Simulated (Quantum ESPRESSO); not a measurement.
# Strain and stress in Mg2GaSe3F

Calculated results; nothing here was measured. They come from pw.x of Quantum ESPRESSO 7.5, a plane-wave density functional program, with PseudoDojo standard norm-conserving files (v0.5 for PBE, v0.4.1 for LDA and PBEsol). The cells are made up: elements, strain and atom displacements were drawn at random, and nothing was relaxed. There is no spin polarisation, spin-orbit coupling or dispersion term.

The cell has 8 sites of a zincblende or diamond lattice. Sites 1 to 4 hold Mg Mg Ga empty; sites 5 to 8 hold Se F Se Se. Cell vectors in Å: (5.572, 0.000, 0.000); (0.000, 5.572, 0.000); (0.000, 0.000, 5.582). Settings: PBE, cutoff 1170 eV, 4 x 4 x 4 k mesh shifted by half a step, Fermi-Dirac smearing of 0.025 eV.

Each run adds a strain along z to one cell, with the atoms carried along; the vectors above are those of run 5. Stress is positive in tension and P is minus a third of its trace. E is the free energy for each atom above the lowest run shown. The last column is band 45 less band 44 at Gamma, from a band step after each run.

| run | strain (%) | s_xx (GPa) | s_yy (GPa) | s_zz (GPa) | s_xy (GPa) | P (GPa) | E (meV/atom) | level step at Gamma (eV) |
| --- | --- | --- | --- | --- | --- | --- | --- | --- |
| 1 | -2.18 | -6.80 | -8.73 | -8.27 | -3.96 | 7.93 | 48.20 | 1.032 |
| 2 | -1.35 | -6.25 | -8.17 | -7.69 | -3.88 | 7.37 | 37.97 | 1.034 |
| 3 | -0.89 | -5.96 | -7.87 | -7.38 | -3.83 | 7.07 | 32.62 | 1.034 |
| 5 | 0.19 | -5.30 | -7.19 | -6.64 | -3.72 | 6.38 | 20.99 | 1.034 |
| 6 | 2.14 | -4.20 | -6.05 | -5.34 | -3.54 | 5.20 | 2.91 | 1.030 |
| 7 | 2.50 | -4.01 | -5.85 | -5.10 | -3.50 | 4.99 | 0.00 | 1.029 |
| 4 | -0.51 | ? | ? | ? | ? | ? | ? | ? |

A rerun of one of these cells at 1467 eV and k mesh 6 x 6 x 6 moved values by no more than 0.004 eV in the cell's energy, 0.02 GPa in stress and 0.004 eV/Å in force.

## Worked fit

A parabola through the six runs shown gives s_zz = -6.77 + 0.68 e - 0.004 e² GPa, with e in per cent and a scatter of 0.01 GPa. The slope is a stiffness of 68 ± 1 GPa for each unit of this strain at e = 0. The atoms are clamped, and relaxing them would in general lower it. The error is the larger of the fit's own and the change that a cubic makes, rounded up.

## Withheld run

Question: what s_zz should run 4 give?

The fit gives -7.12 GPa. The calculation gave -7.12 GPa.

| run | strain (%) | s_xx (GPa) | s_yy (GPa) | s_zz (GPa) | s_xy (GPa) | P (GPa) | E (meV/atom) | level step at Gamma (eV) |
| --- | --- | --- | --- | --- | --- | --- | --- | --- |
| 4 | -0.51 | -5.72 | -7.62 | -7.12 | -3.79 | 6.82 | 28.41 | 1.034 |